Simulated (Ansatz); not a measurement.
# CuP in the rocksalt structure

The computed numbers are results of PBEsol, scalar-relativistic (no spin polarisation) in the plane-wave PAW code Ansatz at 420 eV, Γ-centred 12×12×12 mesh, 0.05 eV Gaussian smearing; PAW files: Ansatz's generated set soft_2.

```xyz
2
Lattice="0.0000 2.3864 2.3864 2.3864 0.0000 2.3864 2.3864 2.3864 0.0000" Properties=species:S:1:pos:R:3 pbc="T T T"
Cu    2.3864    2.3864    2.3864
P     0.0000    0.0000    0.0000
```

This is a trial structure made by placing the elements on a prototype's sites, so it needn't be the stable form.

Question: Which orbitals carry the states at the Fermi level, and how many states are there?

Answer: Within 0.1 eV of it: P 3p 71 %, Cu 3d 21 % (shares among the projected shells). The density of states at the Fermi level is about 0.93 states/eV per cell, averaged over 0.3 eV.

Density of states (tetrahedra, averaged over 0.5 eV; states/eV per cell of 2 atoms; energy in eV from the Fermi level; projections on Löwdin-orthogonalised atomic orbitals, summed over sites):

```csv
E,total,Cu 3d,P 3p,Cu 4s,P 3s
-7.10,0.2,0.0,0.1,0.0,0.0
-6.60,0.5,0.1,0.3,0.1,0.0
-6.10,1.0,0.3,0.6,0.1,0.0
-5.60,1.4,0.4,0.9,0.1,0.1
-5.10,1.2,0.6,0.6,0.0,0.0
-4.60,4.2,3.1,1.0,0.0,0.0
-4.10,2.9,2.5,0.4,0.0,0.0
-3.60,2.1,2.0,0.1,0.0,0.0
-3.10,6.4,6.1,0.2,0.0,0.1
-2.60,2.3,1.7,0.4,0.2,0.1
-2.10,1.6,0.9,0.4,0.1,0.1
-1.60,1.3,0.5,0.6,0.1,0.1
-1.10,1.1,0.3,0.6,0.0,0.1
-0.60,1.0,0.2,0.6,0.0,0.1
-0.10,0.9,0.2,0.6,0.0,0.0
0.40,0.9,0.2,0.6,0.0,0.0
0.90,0.8,0.1,0.6,0.0,0.0
1.40,0.7,0.1,0.6,0.0,0.0
1.90,0.7,0.1,0.5,0.0,0.0
2.40,0.7,0.1,0.5,0.1,0.0
2.90,0.2,0.0,0.0,0.1,0.0
3.40,0.2,0.0,0.0,0.1,0.0
3.90,0.3,0.0,0.1,0.1,0.0
4.40,0.4,0.0,0.1,0.2,0.0
4.90,0.6,0.0,0.1,0.2,0.0
5.40,0.9,0.0,0.1,0.2,0.0
5.90,1.0,0.0,0.1,0.1,0.0
```
